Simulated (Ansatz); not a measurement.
ZnCu (CsCl type), relaxed and computed with several functionals in Ansatz (plane waves, PAW). Much of their spread follows the volume that each gives.

```tsv
functional	V (Å³/atom)	B₀ by P(V) fit (GPa)
LDA	11.81	155
PBEsol	12.30	137
PBE	13.01	115
r²SCAN	12.43	?
```

Fit a straight line to ln B₀ against ln V and predict the withheld value.

Least squares on the 3 shown rows: ln B₀ = -3.09 × ln V + (12.673), with a scatter of 0 %. For r²SCAN this gives 132. The run itself gave 135, outside the scatter: the line misses something about this case.

All cells were relaxed under the symmetry of their starts (and spin orders); stability against distortions was not tested throughout. Rows with no word on spin ran without spin polarisation.

Potentials: the later of the program's two PAW sets.

Ansatz (an electronic-structure program) is a plane-wave DFT program.
